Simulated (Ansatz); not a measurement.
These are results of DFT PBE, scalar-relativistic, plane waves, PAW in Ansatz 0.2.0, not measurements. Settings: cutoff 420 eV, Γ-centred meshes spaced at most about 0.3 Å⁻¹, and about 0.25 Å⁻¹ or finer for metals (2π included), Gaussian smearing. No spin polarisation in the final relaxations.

All energies are static (0 K, no zero-point motion).

Two relaxed structures of H₂Os:

1.

Space group P4/mmm (No. 123). a = 2.583 Å, b = 2.583 Å, c = 3.471 Å, α = 90.00°, β = 90.00°, γ = 90.00°
```tsv
atom	site	symmetry	x	y	z
H	1d	4/mmm	0.5000	0.5000	0.5000
H	1b	4/mmm	0.0000	0.0000	0.5000
Os	1a	4/mmm	0.0000	0.0000	0.0000
```

2.

Space group P4/mmm (No. 123). a = 2.584 Å, b = 2.584 Å, c = 4.387 Å, α = 90.00°, β = 90.00°, γ = 90.00°
| atom | site | symmetry | x | y | z |
| --- | --- | --- | --- | --- | --- |
| H | 2h | 4mm | 0.5000 | 0.5000 | 0.2066 |
| Os | 1a | 4/mmm | 0.0000 | 0.0000 | 0.0000 |

**Question.** Which is lower in energy, and by how much?

**Answer.** Cell 2 is lower, by 197 meV/atom. Cell 1 has space group P4/mmm (No. 123), 7.7 Å³/atom and no gap on its mesh; cell 2 has space group P4/mmm (No. 123), 9.8 Å³/atom and no gap. Counting H atoms around Os (those within 1.25 times the shortest such distance or 1.15 times the sum of covalent radii), cell 1 has Os 2 and cell 2 has Os 8. Even the lower one lies +0.99 eV/atom against the reference forms of the elements (uncorrected), so neither is stable at this level. In cell 1, H on its first site has 4 H at 1.83 Å (long contacts); H on its second site is surrounded by 2 Os at 1.74 Å and 4 H at 1.83 Å; around Os lie 2 H at 1.74 Å, 8 H at 2.52 Å and 4 Os at 2.58 Å. In cell 2, around H lie 1 H at 1.81 Å and 4 Os at 2.04 Å; around Os lie 8 H at 2.04 Å and 4 Os at 2.58 Å. Both come from invented guesses.

Weakly bound directions are ill-defined at this level, which has no dispersion term (P4/mmm at 9.8 Å³/atom), and this can change margins and order among such cells. These runs have no spin–orbit coupling, which can matter for Os. With hydrogen, zero-point motion can shift such differences by 10 meV/atom or more. Cells relaxed within their symmetry can be saddle points.
